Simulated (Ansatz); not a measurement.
Crystals of one structure type (wurtzite) and one family of elements, relaxed and computed with r²SCAN in the plane-wave PAW code Ansatz.

```
crystal  V (Å³/atom)  B₀ by P(V) fit (GPa)
-------  -----------  --------------------
AlN            10.40                   210
GaN            11.37                   197
BP             11.67                     ?
GaAs           22.74                  72.0
InP            25.76                  67.9
InAs           28.49                  56.9
GaSb           28.81                  52.6
```

Problem. Fit a straight line to ln B₀ against ln V and predict the withheld value.

Solution. Least squares on the 6 shown rows: ln B₀ = -1.34 × ln V + (8.509), with a scatter of 4 %. For BP this gives 184. The run itself gave 169, outside the scatter: the line misses something about this case.

Not the usual ambient phase: BP, wurtzite; GaAs, wurtzite; InP, wurtzite; InAs, wurtzite; GaSb, wurtzite. All cells were relaxed under the symmetry of their starts (and spin orders); stability against distortions was not tested throughout. Spin–orbit coupling is left out wherever it is not named.

Potentials: the later of the program's two PAW sets.
